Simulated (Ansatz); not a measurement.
ZrSe₂:
```
CELL_PARAMETERS angstrom
      3.70864     0.00000     0.00000
     -1.85432     3.21178     0.00000
      0.00000     0.00000    33.00000
ATOMIC_POSITIONS crystal
  Se 0.66667 0.33333 0.54753
  Zr 0.00000 0.00000 0.50000
  Se 0.33333 0.66667 0.45247
```
Free-standing layer in the xy plane with vacuum along z and no interaction between images.

Relaxed with LDA.

Question: All from the program Ansatz at the LDA level (PAW), unless another level is named. Give the ionisation potential (Kohn–Sham).

Answer: 5.66 eV.

Question: And the electron effective mass, in the valley at M?

Answer: 0.17 along x, 1.8 along y (mₑ).

Question: Give the hole effective mass, in the valley at Γ.

Answer: band 1: 0.24 mₑ; band 2: 0.11 mₑ.

Space group P-3m1 (1T). The layer was cut from a bulk entry of the Materials Project (measured or hypothetical); whether that bulk phase is the ambient one, and whether the layer has been isolated, was not checked. Symmetry was held in the LDA relaxation; whether a distortion lowers the energy is not shown. No spin polarisation was allowed. Spin–orbit coupling is left out wherever it is not named.

Potentials: the later of the program's two PAW sets.

Edges and masses are those of Kohn–Sham bands, whose gap is no quasiparticle gap.
